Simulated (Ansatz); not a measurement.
The cell is HfSnO4 on the sites of tetragonal HfO2 (relaxed group P-4m2); cell and atoms were relaxed with r2SCAN. Space group P-4m2 (No. 115), tetragonal; a = 3.564 Å, c = 5.338 Å in the conventional setting, 11.30 Å³ an atom. Hf is surrounded by 8 O at 2.03–2.45 Å; Sn is surrounded by 8 O at 2.04–2.46 Å; O is surrounded by 2 Hf at 2.03 Å and 2 Sn at 2.46 Å; O is surrounded by 2 Sn at 2.04 Å and 2 Hf at 2.45 Å.

4 runs of Ansatz on this cell differ in the functional (and in the settings that go with it). Levels are in eV from each run's valence top; v1 is the last filled band, c1 the first empty one.

Run A, mean stress 0.0 GPa (compression positive):

| point | v5 | v3 | v1 | c1 | c2 | c3 |
| --- | --- | --- | --- | --- | --- | --- |
| Γ | -1.03 | -0.35 | -0.17 | 2.58 | 6.05 | 6.23 |
| X | -1.59 | -1.40 | -0.41 | 5.14 | 5.93 | 6.51 |
| M | -1.18 | -0.46 | 0.00 | 5.11 | 6.55 | 7.41 |
| Z | -1.65 | -1.60 | -0.13 | 4.08 | 5.83 | 6.05 |
| R | -2.07 | -1.32 | -1.10 | 5.47 | 5.85 | 6.87 |
| A | -1.48 | -0.86 | -0.30 | 6.53 | 6.55 | 6.90 |

Run B, mean stress -1.1 GPa (compression positive):

| point | v5 | v3 | v1 | c1 | c2 | c3 |
| --- | --- | --- | --- | --- | --- | --- |
| Γ | -1.12 | -0.44 | -0.26 | 3.43 | 7.19 | 7.30 |
| X | -1.79 | -1.60 | -0.51 | 6.13 | 7.03 | 7.63 |
| M | -1.38 | -0.55 | 0.00 | 6.15 | 7.73 | 8.45 |
| Z | -1.82 | -1.73 | -0.23 | 5.02 | 6.80 | 7.19 |
| R | -2.21 | -1.55 | -1.30 | 6.50 | 6.95 | 8.04 |
| A | -1.65 | -0.89 | -0.39 | 7.70 | 7.73 | 8.04 |

Run C, mean stress +7.1 GPa (compression positive):

| point | v5 | v3 | v1 | c1 | c2 | c3 |
| --- | --- | --- | --- | --- | --- | --- |
| Γ | -0.98 | -0.32 | -0.13 | 2.03 | 5.53 | 5.71 |
| X | -1.55 | -1.32 | -0.38 | 4.53 | 5.45 | 5.97 |
| M | -1.13 | -0.43 | 0.00 | 4.56 | 6.07 | 6.84 |
| Z | -1.61 | -1.57 | -0.09 | 3.53 | 5.26 | 5.53 |
| R | -2.04 | -1.24 | -1.04 | 4.86 | 5.35 | 6.35 |
| A | -1.43 | -0.87 | -0.26 | 5.87 | 6.05 | 6.36 |

Run D, mean stress -1.1 GPa (compression positive):

| point | v5 | v3 | v1 | c1 | c2 | c3 |
| --- | --- | --- | --- | --- | --- | --- |
| Γ | -1.12 | -0.43 | -0.26 | 4.16 | 7.96 | 8.06 |
| X | -1.80 | -1.61 | -0.52 | 6.90 | 7.79 | 8.40 |
| M | -1.39 | -0.55 | 0.00 | 6.92 | 8.51 | 9.22 |
| Z | -1.83 | -1.73 | -0.23 | 5.77 | 7.55 | 7.96 |
| R | -2.23 | -1.56 | -1.32 | 7.27 | 7.71 | 8.82 |
| A | -1.66 | -0.90 | -0.40 | 8.48 | 8.50 | 8.82 |

Q: Match the runs to PBE, r2SCAN, HSE06, PBE0.

A: A is r2SCAN, B is HSE06, C is PBE, D is PBE0. In order of the gap: PBE 2.03, r2SCAN 2.58, HSE06 3.43, PBE0 4.16 eV. The stress vanishes for r2SCAN, which relaxed the cell.

Spin-unpolarised throughout. Whether this structure exists isn't addressed.

No spin-orbit coupling is included; it can move band edges with weight on the heavy atoms by tenths of an eV.

The stress of a hybrid is loosely converged in these runs.

The meshes of the hybrids are coarse, so their gaps aren't converged to the digits shown.
